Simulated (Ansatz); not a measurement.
Si3N4:
```xyz
14
Lattice="0.0000 3.8651 3.8651 3.8651 0.0000 3.8651 3.8651 3.8651 0.0000" Properties=species:S:1:pos:R:3 pbc="T T T"
Si     4.8313     4.8313     4.8313
Si     4.8313     2.8988     2.8988
Si     2.8988     4.8313     2.8988
Si     2.8988     2.8988     4.8313
Si     1.9325     1.9325     1.9325
Si     0.0000     0.0000     0.0000
N      6.7064     6.7064     6.7064
N      6.7064     4.8888     4.8888
N      4.8888     6.7064     4.8888
N      4.8888     4.8888     6.7064
N      2.9562     2.9562     2.9562
N      2.9562     4.7739     4.7739
N      4.7739     2.9562     4.7739
N      4.7739     4.7739     2.9562
```

x, y and z are the axes in which the lattice vectors are written.

Problem. Give the high-frequency dielectric tensor and the Born effective charge tensors of the independent atoms from DFPT, the program Ansatz at the r²SCAN level (PAW).

Solution. 
ε∞:
```
4.90  0.00  0.00
0.00  4.90  0.00
0.00  0.00  4.90
```
Z* of atom 1 (Si), rows: field, columns: displacement, in e:
```
3.68  0.16  0.16
0.16  3.68  0.16
0.16  0.16  3.68
```
Z* of atom 5 (Si), rows: field, columns: displacement, in e:
```
3.58  0.00  0.00
0.00  3.58  0.00
0.00  0.00  3.58
```
Z* of atom 7 (N), rows: field, columns: displacement, in e:
```
-2.73  -0.22  -0.22
-0.22  -2.73  -0.22
-0.22  -0.22  -2.73
```

Static charges for comparison (Bader): Si1 +3.21, Si5 +3.15, N7 -2.39 e. Born charges measure polarisation by displacement and can exceed these by far.

Space group Fd-3m. The cell was relaxed with r²SCAN under the symmetry of its start.

Potentials: the later of the program's two PAW sets.
